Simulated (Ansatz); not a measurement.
# Calculated with Ansatz: Si$_{11}$Au$_{3}$, relaxation

Launch command:

```bash
ansatz run input.yaml --threads 2 --pin off --max-ram 3584MiB --backend cpu --events-out ev --progress --plain --runs-dir out
```

Input:

```yaml
crystal:
  lattice:
    - [6.351495, 3.69148, 0.0]
    - [6.351495, -3.69148, 0.0]
    - [3.116772, 0.0, -5.660018]
  atoms:
    - { symbol: Si, position: [0.7336, 0.2278, 0.5304] }
    - { symbol: Si, position: [0.2278, 0.7336, 0.5304] }
    - { symbol: Si, position: [0.3906, 0.9446, 0.2718] }
    - { symbol: Si, position: [0.9446, 0.3906, 0.2718] }
    - { symbol: Au, position: [0.7096, 0.7096, 0.0227] }
    - { symbol: Si, position: [0.1888, 0.1888, 0.0452] }
    - { symbol: Si, position: [0.646, 0.1926, 0.2673] }
    - { symbol: Si, position: [0.1926, 0.646, 0.2673] }
    - { symbol: Au, position: [0.4108, 0.4108, 0.8044] }
    - { symbol: Au, position: [0.0, 0.0, 0.0] }
    - { symbol: Si, position: [0.3867, 0.0859, 0.5074] }
    - { symbol: Si, position: [0.0859, 0.3867, 0.5074] }
    - { symbol: Si, position: [0.5085, 0.5085, 0.051] }
    - { symbol: Si, position: [0.9185, 0.9185, 0.7233] }
  symmetry: { tolerance: 0.0003 }
kpoints:
  mp_grid: { grid: [3, 3, 4], shift: [0, 0, 0] }
magnetization:
  spin_polarized: false
scf:
  occupations: { method: fermi_dirac }
  lower_state_search: "off"
hamiltonian:
  pseudopotentials: { kind: paw }
  xc: pbe
basis:
  ecutwfc: 420
  fft_grid_basis: typed
relax:
  max_steps: 80
  f_tol: 0.03
output:
  forces: true
  stress: true
  eigenvalues: true
  populations: true
  elf: true
  write_potential: true
  volumetric_format: npy
  dos:
    e_range: [-12, 8]
    de: 0.05
    projected: { site_lists: { Au: [Au], Si: [Si] } }
  bader: false
checkpoint:
  read: saved_state
```

Origin of the cell: a known structure type with other elements, at an estimated volume, so it need not be a known compound.

The smearing width isn't typed, so it takes its default of 0.1 eV.

The saved state is a converged single point of the same cell.

Steps:

| step | ΔF (meV/atom) | max force component (eV/Å) | SCF iterations | step was |
| --- | --- | --- | --- | --- |
| 1 | 0.0 | 3.538 | 7 | accepted |
| 2 | -198.9 | 1.658 | 6 | accepted |
| 3 | -263.8 | 0.588 | 6 | accepted |
| 4 | -304.1 | 0.607 | 6 | accepted |
| 5 | -335.5 | 0.423 | 6 | accepted |
| 6 | -357.8 | 0.327 | 6 | accepted |
| 7 | -378.0 | 0.276 | 6 | accepted |
| 8 | -386.0 | 0.396 | 6 | accepted |
| 9 | -390.3 | 0.154 | 6 | accepted |
| 10 | -391.1 | 0.213 | 7 | accepted |
| 11 | -391.6 | 0.048 | 5 | accepted |
| 12 | -391.7 | 0.032 | 7 | accepted |
| 13 | -391.8 | 0.004 | 6 | accepted |

The starting structure.

Space group Cm (No. 8); the run's cell has a = 7.346 Å, b = 7.346 Å, c = 6.461 Å, α = 65.35°, β = 65.35°, γ = 60.33°. Shortest distances: Si–Si 2.12 Å, Au–Si 2.41 Å.

After:

Space group Cm (No. 8); the run's cell has a = 7.346 Å, b = 7.346 Å, c = 6.461 Å, α = 65.35°, β = 65.35°, γ = 60.33°. Shortest distances: Si–Si 2.33 Å, Au–Si 2.44 Å.

```
CELL_PARAMETERS angstrom
6.35149 3.69148 0.00000
6.35149 -3.69148 0.00000
3.11677 0.00000 -5.66002
ATOMIC_POSITIONS crystal
Si 0.74084 0.24264 0.48540
Si 0.24264 0.74084 0.48540
Si 0.50671 0.89720 0.23313
Si 0.89720 0.50671 0.23313
Au 0.70281 0.70281 0.90041
Si 0.18253 0.18253 0.11940
Si 0.64947 0.12839 0.24908
Si 0.12839 0.64947 0.24908
Au 0.38729 0.38729 0.75757
Au 0.03569 0.03569 0.95878
Si 0.42617 0.03649 0.68888
Si 0.03649 0.42617 0.68888
Si 0.48184 0.48184 0.01600
Si 0.92594 0.92594 0.73525
```

```yaml
Free_energy_lowered_by: 391.8 meV/atom
Final_pressure: -1.00 GPa
Relaxation_steps_listed: 13
```

Caveats: no moments, though an odd count or open d shells may carry them; no spin-orbit coupling, though heavy elements are present; the SCF threshold is looser than advised for a stress; the k mesh is coarse if the cell is a metal; the relaxation held the start's symmetry, so the end may be a saddle point.

The run took 2.5 min on 2 threads of Intel(R) Xeon(R) Platinum 8488C (Sapphire Rapids), with other jobs on the host, peak memory 0.78 GiB, from a saved density.
